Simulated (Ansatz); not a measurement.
# PtOS (Janus 1T monolayer) under strain

A free-standing Janus 1T monolayer of PtOS, relaxed with r2SCAN in Ansatz. In-plane lattice: a = 3.343 Å, b = 3.343 Å, γ = 120.0°; thickness between the outer nuclei 2.17 Å. Around Pt lie 3 O at 2.16 Å and 3 S at 2.27 Å; around O lie 3 Pt at 2.16 Å; around S lie 3 Pt at 2.27 Å.

The axes x, y and z are those of this cell:
```
Pt O S
1.0
     3.34291    0.00000    0.00000
    -1.67146    2.89505    0.00000
     0.00000    0.00000   29.10783
Pt O S
1 1 1
Cartesian
  0.0000 0.0000 9.0788
  0.0000 1.9300 10.0434
  1.6715 0.9650 7.8778
```
Two periodic directions, a and b.

Unstrained: With PBE the valence top lies at Γ–K (0.33 of the way from Γ) and the conduction bottom at K, 1.298 eV higher; the smallest vertical gap, at K, is 1.647 eV. r2SCAN gives an indirect gap of 1.522 eV, from Γ–K (0.33 of the way from Γ) to K; the least direct gap is 1.907 eV at K. HSE06 gives an indirect gap of 2.494 eV, from Γ–K (0.33 of the way from Γ) to K; the least direct gap is 2.982 eV at K. Meshes: PBE 12×12×1, r2SCAN 12×12×1, HSE06 6×6×1. Strains are changes of length per length, and xy shears are angles. After each strain the atoms were relaxed again with r2SCAN within the symmetry that the strain leaves, so tilts or polar shifts that break it weren't tested; points keep the names that they have in the unstrained zone. Simulation only: spin-unpolarised, and no claim that this is the phase found in nature.

Changes of the least gap in eV (an overlap counts as a negative gap):

| strain | area change (%) | space group | PBE | r2SCAN | HSE06 | energy rise, r2SCAN (meV/atom) |
| --- | --- | --- | --- | --- | --- | --- |
| in-plane biaxial +3.0 % | +6.1 | – | +0.036 | +0.031 | – | 23.7 |
| in-plane biaxial +2.5 % | +5.1 | – | +0.032 | +0.028 | – | 16.6 |
| xy shear, engineering strain (angle) -2.0 % | 0.0 | – | -0.023 | -0.023 | -0.029 | 1.6 |
| uniaxial -2.0 % along y | -2.0 | – | -0.034 | -0.032 | -0.037 | 4.4 |

In-plane biaxial +3.0 %. r2SCAN: the gap goes from 1.522 to 1.553 eV (+0.031 eV); the edges go from Γ–K (0.33) → K to Γ–M (0.33) → K. Stress change with r2SCAN, compression positive: xx -3.72, yy -3.72 N/m.

In-plane biaxial +2.5 %. r2SCAN: the gap goes from 1.522 to 1.550 eV (+0.028 eV); the edges go from Γ–K (0.33) → K to (-0.005, 0.172, 0) → K. Stress change with r2SCAN, compression positive: xx -3.15, yy -3.15 N/m.

Xy shear, engineering strain (angle) -2.0 %. HSE06: the gap goes from 2.494 to 2.465 eV (-0.029 eV); the edges go from Γ–K (0.33) → K to (0.135, 0.083, 0) → (1/3, 0.336, 0). Stress change with r2SCAN, compression positive: xx 0.00, yy 0.00, xy +0.78 N/m.

Uniaxial -2.0 % along y, other directions held. HSE06: the gap goes from 2.494 to 2.457 eV (-0.037 eV); the edges go from Γ–K (0.33) → K to (-0.052, 0.214, 0) → (0.336, 0.331, 0). Stress change with r2SCAN, compression positive: xx +0.61, yy +2.18 N/m.

Spin-orbit coupling is left out, which matters wherever the heavy atoms make up the band edges.

Where an edge lies off the special points, it is a point of the mesh or the k point where a search put PBE's edge or least direct gap, reused for the other functionals, whose own edges may lie a little apart.

Coordinates of k points refer to the reciprocal vectors of the primitive cell of the runs.

The meshes of the hybrids are coarse, so their gaps aren't converged to the digits shown.
